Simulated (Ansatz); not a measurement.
VSi$_{2}$:
```cif
data_Si6V3
_chemical_formula_sum 'V3 Si6'
_space_group_name_H-M_alt 'P6222'
_space_group_IT_number 180
_space_group_name_Hall 'P 62 2 (0 0 4)'
_cell_length_a 4.52905
_cell_length_b 4.52905
_cell_length_c 6.33057
_cell_angle_alpha 90.000
_cell_angle_beta 90.000
_cell_angle_gamma 120.000
loop_
_atom_site_label
_atom_site_type_symbol
_atom_site_symmetry_multiplicity
_atom_site_Wyckoff_symbol
_atom_site_fract_x
_atom_site_fract_y
_atom_site_fract_z
_atom_site_occupancy
V1 V 3 c 0.50000 0.00000 0.00000 1
Si1 Si 6 i 0.16286 0.32571 0.00000 1
```
The run is spin-polarised, in the one order tried: ferromagnetic.

Relaxed at zero pressure with plane-wave PAW r²SCAN (Ansatz code).

### Question
The volume is lowered by 9 % and shape and atoms relax at that volume. What pressure results, and how do the axes share the change?

### Answer
21.7 GPa; a -3.3 %, b -3.3 %, c -2.7 %; the energy rises by 70 meV/atom.

### Question
Give the new structure.

### Answer

Space group P6₂22 (No. 180); a = 4.3790 Å, b = 4.3790 Å, c = 6.1623 Å, α = 90.00°, β = 90.00°, γ = 120.00°

```
atom  site  symmetry       x       y       z
----  ----  --------  ------  ------  ------
V       3c       222  0.5000  0.0000  0.0000
Si      6i       ..2  0.1634  0.3267  0.0000
```

The phase is kept; no other phase was compared at this pressure.

Space group P6_222. The r²SCAN relaxation kept the symmetry of its start. Spin order of the final state: ferromagnetic, the only order run, not a proven ground state. Other orbital occupations within this spin state were not tried.

Potentials: the later of the program's two PAW sets.
